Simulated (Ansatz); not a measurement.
**Ca, first-principles data**

Ca:
```
CELL_PARAMETERS angstrom
     -2.21319     2.21319     2.06124
      2.21319    -2.21319     2.06124
      2.21319     2.21319    -2.06124
ATOMIC_POSITIONS crystal
  Ca 0.50000 0.50000 0.00000
```

Space group I4/mmm (No. 139), body-centred tetragonal; conventional cell a = b = 4.4264 Å, c = 4.1225 Å, α = β = γ = 90.00°.

Method: PBEsol in the plane-wave PAW code Ansatz. Geometry: relaxed at this level of theory. Other levels are named where they apply.

Cell and energy:

```
Quantity             Result
---------------  ----------
Volume per atom    40.39 Å³
Density          1.65 g/cm³
```

Electronic structure:

```
Quantity                                                                   Result
------------------------------------  -------------------------------------------
Electronic character                                            metallic (no gap)
Density of states at the Fermi level  1.2 states/eV per atom (mean over ±0.08 eV)
```

Mechanics:

```
Quantity                                                                                               Result
-------------------------------------  ----------------------------------------------------------------------
Bulk modulus (Birch–Murnaghan fit)                                                                   17.0 GPa
Pressure derivative B′                                                                                    2.2
Elastic constants (relaxed ions, GPa)  C11 = 16.9, C12 = 20.4, C13 = 15.3, C33 = 23.2, C44 = 14.9, C66 = 18.8
Mechanical stability                                                   unstable (C has a negative eigenvalue)
```

The first step of the workflow began from a Materials Project structure, measured or hypothetical; the Crystallography Open Database copy checked does not list it. It is not the phase usual at ambient conditions (space group No. 225). The PBEsol relaxation kept the symmetry of its start. As this level gives no gap, shear constants depend on the k-mesh and smearing (Fermi–Dirac, 0.1 eV here). Axis ratios of metals converge slowly with the k-mesh, so a and c are less sure than the volume.

Potentials: the earlier of the program's two PAW sets.
